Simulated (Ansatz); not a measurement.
## Sb (A7)

Computed with Ansatz (plane waves, PAW, 420 eV cutoff): PBEsol, scalar-relativistic, no spin polarisation, 12×12×12 k-mesh, Gaussian smearing of 0.05 eV; PAW files: Ansatz's generated set soft_2.

```
CELL_PARAMETERS angstrom
2.16000 1.24708 3.69712
-2.16000 1.24708 3.69712
0.00000 -2.49416 3.69712
ATOMIC_POSITIONS crystal
Sb 0.23554 0.23554 0.23554
Sb 0.76446 0.76446 0.76446
```

The pressure at this geometry is 0.0 GPa.

Which orbitals carry the states at the Fermi level, and how many states are there?

Within 0.1 eV of it: Sb 5p 83 %, Sb 5s 17 % (shares among the projected shells). The density of states at the Fermi level is about 0.1 states/eV per cell, averaged over 0.3 eV.

Density of states (tetrahedra, averaged over 0.5 eV; states/eV per cell of 2 atoms; energy in eV from the Fermi level):

| E (eV) | DOS |
| --- | --- |
| -7.60 | 0.48 |
| -7.10 | 0.29 |
| -6.60 | 0.19 |
| -6.10 | 0.11 |
| -5.60 | 0.23 |
| -5.10 | 0.69 |
| -4.60 | 0.81 |
| -4.10 | 1.05 |
| -3.60 | 1.45 |
| -3.10 | 1.46 |
| -2.60 | 1.45 |
| -2.10 | 1.45 |
| -1.60 | 1.40 |
| -1.10 | 1.15 |
| -0.60 | 0.81 |
| -0.10 | 0.17 |
| 0.40 | 1.07 |
| 0.90 | 1.37 |
| 1.40 | 1.13 |
| 1.90 | 1.44 |
| 2.40 | 1.54 |
| 2.90 | 1.12 |
| 3.40 | 1.47 |
| 3.90 | 1.11 |
| 4.40 | 1.70 |

No spin–orbit coupling, a notable omission for heavy elements. The structure is built of weakly bound bilayers, and this functional has no dispersion term, so their spacing and all that hangs on it (volume, the soft elastic constants, low modes, dielectric constants) are poorly given.
